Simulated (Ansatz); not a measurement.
VIr3:
```cif
data_Ir3V
_chemical_formula_sum 'V1 Ir3'
_space_group_name_H-M_alt 'Pm-3m'
_space_group_IT_number 221
_space_group_name_Hall '-P 4 2 3'
_cell_length_a 3.80948
_cell_length_b 3.80948
_cell_length_c 3.80948
_cell_angle_alpha 90.000
_cell_angle_beta 90.000
_cell_angle_gamma 90.000
loop_
_atom_site_label
_atom_site_type_symbol
_atom_site_symmetry_multiplicity
_atom_site_Wyckoff_symbol
_atom_site_fract_x
_atom_site_fract_y
_atom_site_fract_z
_atom_site_occupancy
V1 V 1 a 0.00000 0.00000 0.00000 1
Ir1 Ir 3 c 0.00000 0.50000 0.50000 1
```

Relaxed with r²SCAN.

Q: Tabulate the valence density and the electron localisation function along the shortest V–Ir contact (2.69 Å), r²SCAN (plane waves, PAW; program Ansatz).

A: 

```csv
distance from V (Å),density (e/Å³),ELF
0.27,12.46,0.74
0.40,8.54,0.76
0.54,4.91,0.72
0.67,2.37,0.56
0.81,1.02,0.31
0.94,0.50,0.15
1.08,0.36,0.16
1.21,0.34,0.27
1.35,0.37,0.36
1.48,0.47,0.37
1.62,0.67,0.36
1.75,1.09,0.42
1.89,2.06,0.54
2.02,3.82,0.66
2.15,6.02,0.70
2.29,7.90,0.67
2.42,8.84,0.53
```

The density is the valence pseudo-density with augmentation charge, so density and ELF within about 1 Å of a nucleus are not all-electron values.

The workflow started from an entry of the Crystallography Open Database (COD). Its standing as an ambient phase is unchecked. The r²SCAN relaxation kept the symmetry of its start; its stability against distortions is not shown here. The workflow began spin-polarised and lost its moments. Scalar-relativistic: spin–orbit coupling is off unless named, which matters more the heavier the elements.

Potentials: the later of the program's two PAW sets.
